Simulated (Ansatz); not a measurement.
## Structures of Te$_{2}$Se: which is lowest?

Plane-wave DFT in Ansatz with scalar-relativistic PAW potentials, cutoff 420 eV, Γ-centred meshes chosen by cell and gap, Gaussian smearing with energies taken to zero width. Every cell was relaxed (cell and atoms) in a run of its own, within the symmetry of its start. Functional: PBE.

Relaxed structures (starts from databases or built by putting these elements on another compound's sites):
A. Pn-3m, 6 atoms in the computed cell, a = 6.238 Å; sites (symmetry × multiplicity) Te .-3m × 4, Se -43m × 2; start: built
B. R-3m, 3 atoms in the computed cell, a = 4.041 Å, c = 18.194 Å; sites (symmetry × multiplicity) Te 3m × 6, Se -3m × 3; start: built

Problem. Rank them by energy. Could pressure change the order?

Solution.
```tsv
structure	group	E − E(lowest) (meV/atom)	V (Å³/atom)	gap on mesh (eV)
B	R-3m	0.0	28.59	0.00
A	Pn-3m	285	40.45	0.00
```

B is lowest, 285 meV/atom under A. The lowest is also the densest of these, so pressure wouldn't bring one of the others in at first order. Other structures may lie lower than all of these, and vibrations aren't counted.

Spin-orbit coupling is left out, which matters for the bands of heavy elements.